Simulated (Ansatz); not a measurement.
KRb$_{2}$BiF$_{6}$:
```yaml
crystal:
  lattice:
    - [0.00000, 4.63189, 4.63189]
    - [4.63189, 0.00000, 4.63189]
    - [4.63189, 4.63189, 0.00000]
  atoms:
    - { symbol: K, position: [0.50000, 0.50000, 0.50000] }
    - { symbol: Rb, position: [0.75000, 0.75000, 0.75000] }
    - { symbol: Rb, position: [0.25000, 0.25000, 0.25000] }
    - { symbol: Bi, position: [0.00000, 0.00000, 0.00000] }
    - { symbol: F, position: [0.23929, 0.76071, 0.76071] }
    - { symbol: F, position: [0.76071, 0.23929, 0.23929] }
    - { symbol: F, position: [0.76071, 0.23929, 0.76071] }
    - { symbol: F, position: [0.23929, 0.76071, 0.23929] }
    - { symbol: F, position: [0.76071, 0.76071, 0.23929] }
    - { symbol: F, position: [0.23929, 0.23929, 0.76071] }
```

Relaxed with LDA. Special points in fractions of this cell's reciprocal vectors: Γ (0.000, 0.000, 0.000); X (0.500, 0.000, 0.500); U (0.625, 0.250, 0.625); K (0.375, 0.375, 0.750); L (0.500, 0.500, 0.500); W (0.500, 0.250, 0.750).

Q: List the band energies nearest the valence-band maximum at these points for the program Ansatz at the LDA level (PAW).

A: In eV from the valence-band maximum; about four levels below and three above (degenerate sets whole), none deeper than 8.9 eV; points with the same levels are listed once.

| k | below | above |
|---|---|---|
| Γ | -2.27 -2.27 -2.27 -0.55 | 4.57 5.18 5.18 5.18 |
| X | -2.61 -2.61 -2.27 -0.32 | 4.90 5.65 5.65 |
| U | -2.53 -2.50 -2.33 -0.20 | 5.08 5.29 5.59 |
| L | -2.40 -2.40 -2.38 0.00 | 4.65 5.42 5.42 |
| W | -2.62 -2.62 -2.39 -2.39 -0.19 | 5.25 5.25 5.46 |

Space group Fm-3m. The workflow started from a Materials Project entry (that database holds measured and hypothetical structures alike); the Crystallography Open Database files this formula in space group No. 225, but the cells were not matched. Whether it is the stable phase at ambient conditions was not checked. The cell was relaxed with LDA under the symmetry of its start. At this level the phase is dynamically unstable (imaginary phonons). Scalar-relativistic: spin–orbit coupling is off unless named, which matters more the heavier the elements.

Potentials: the later of the program's two PAW sets.
